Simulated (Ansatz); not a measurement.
## Li8La7Ge10: field gradients at two levels of theory

Cell: a measured structure from the Crystallography Open Database (COD), ions relaxed with PBE at fixed cell.

Space group Cmmm (No. 65); a = 6.9752, b = 34.0290, c = 4.5172 Å.

```
site  Wyckoff  site symmetry       x       y       z
 Li1       8q            ..m  0.1895  0.0747  0.5000
 Li5       8p            ..m  0.3134  0.1437  0.0000
 La9       4j            m2m  0.5000  0.6601  0.5000
La11       4j            m2m  0.5000  0.7788  0.5000
La13       4i            m2m  0.5000  0.9419  0.0000
La15       2a            mmm  0.0000  0.0000  0.0000
Ge16       8p            ..m  0.6812  0.7157  0.0000
Ge20       4j            m2m  0.5000  0.8733  0.5000
Ge22       4i            m2m  0.5000  0.5940  0.0000
Ge24       4h            2mm  0.3171  0.0000  0.5000
```

One atom of each set is listed; the run and its k-mesh use a cell of 25 atoms with edges of 17.37, 17.37, 4.52 Å.

First run. The numbers come from a DFT calculation in Ansatz (PBE, plane waves and PAW, scalar-relativistic, 420 eV cutoff, Γ-centred 5×5×7 k-points, Fermi–Dirac smearing 0.05 eV).

```tsv
site	V_zz (10²¹ V/m²)	η
Li1	0.045	0.10
Li5	-0.056	0.58
La9	7.49	0.31
La11	5.33	0.43
La13	8.67	0.04
La15	7.46	0.27
Ge16	-8.05	0.70
Ge20	7.46	0.27
Ge22	7.87	0.07
Ge24	8.25	0.23
```

Second run. The same atoms and settings, except that the functional is r2SCAN and the cutoff is 500 eV.

Task: Given the first result, estimate the second.

Result: 

| site | V_zz | η | change of V_zz |
| --- | --- | --- | --- |
| Li1 | 0.047 | 0.31 | 0.00 |
| Li5 | -0.065 | 0.64 | -0.01 |
| La9 | 7.75 | 0.24 | +0.26 |
| La11 | 4.93 | 0.46 | -0.40 |
| La13 | 8.97 | 0.08 | +0.30 |
| La15 | 7.65 | 0.18 | +0.19 |
| Ge16 | -9.25 | 0.75 | -1.20 |
| Ge20 | 7.71 | 0.26 | +0.25 |
| Ge22 | 7.96 | 0.09 | +0.09 |
| Ge24 | 9.79 | 0.14 | +1.54 |

The largest change of V_zz is on Ge24, from 8.25 to 9.79. In per cent, |V_zz| changes by -7 to +4 on La, +1 to +19 on Ge (all sites that start above 2).

The run finds no gap above 0.1 eV (a metal, or nearly one), so the gradients can move by 10 % or more with the k-mesh. Without spin–orbit coupling (the program notes it for La) the gradients can shift somewhat, as the gap is small. With these PAW files V_zz is typically within 2 to 3 % of all-electron values, but misses above 10 % occur on Li.
